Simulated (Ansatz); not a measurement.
The calculation used Ansatz, DFT PBE, scalar-relativistic, plane waves, PAW. All cells share a 420 eV cutoff and Γ-centred k meshes spaced at most about 0.3 Å⁻¹ (about 0.25 or finer for metals, 2π included). No spin polarisation in the final relaxations.

Temperature and zero-point effects are left out.

Compare these two cells of AlH5, each relaxed at this level.

1.

```yaml
crystal:
  lattice:
    - [0.00000, 2.46515, 2.46515]
    - [2.46515, 0.00000, 2.46515]
    - [2.46515, 2.46515, 0.00000]
  atoms:
    - { symbol: Al, position: [0.00000, 0.00000, 0.00000] }
    - { symbol: H, position: [0.25000, 0.25000, 0.25000] }
    - { symbol: H, position: [0.62094, 0.62094, 0.62094] }
    - { symbol: H, position: [0.13717, 0.62094, 0.62094] }
    - { symbol: H, position: [0.62094, 0.13717, 0.62094] }
    - { symbol: H, position: [0.62094, 0.62094, 0.13717] }
```

2.

```yaml
crystal:
  lattice:
    - [3.08376, 0.00000, 0.00000]
    - [-1.54188, 2.67062, 0.00000]
    - [0.00000, 0.00000, 5.07540]
  atoms:
    - { symbol: Al, position: [0.33333, 0.66667, 0.00000] }
    - { symbol: H, position: [0.66667, 0.33333, 0.50000] }
    - { symbol: H, position: [0.45971, 0.54029, 0.50000] }
    - { symbol: H, position: [0.45971, 0.91942, 0.50000] }
    - { symbol: H, position: [0.08058, 0.54029, 0.50000] }
    - { symbol: H, position: [0.00000, 0.00000, 0.50000] }
```

Question: Which is lower in energy, and by how much?

Answer: Cell 1 is lower, by 41 meV/atom. Cell 1 has space group F-43m (No. 216), 5.0 Å³/atom and no gap on its mesh; cell 2 has space group P-6m2 (No. 187), 7.0 Å³/atom and no gap. Counting H atoms around Al (those within 1.25 times the shortest such distance or 1.15 times the sum of covalent radii; a plus sign parts nearer from farther groups; the shortest distance is added where it is long for a bond), cell 1 has Al 16 and cell 2 has Al 6+12 from 2.6 Å. Even the lower one lies +0.86 eV/atom against the reference forms of the elements (uncorrected), so neither is stable at this level. Both come from invented guesses. A third cell relaxed alike, in P-1, lies 0.78 eV/atom below the lower of the two.

Weakly bound directions are ill-defined at this level, which has no dispersion term (P-6m2), and this can change margins and order among such cells. With hydrogen, zero-point motion can shift such differences by 10 meV/atom or more. Cells relaxed within their symmetry can be saddle points.
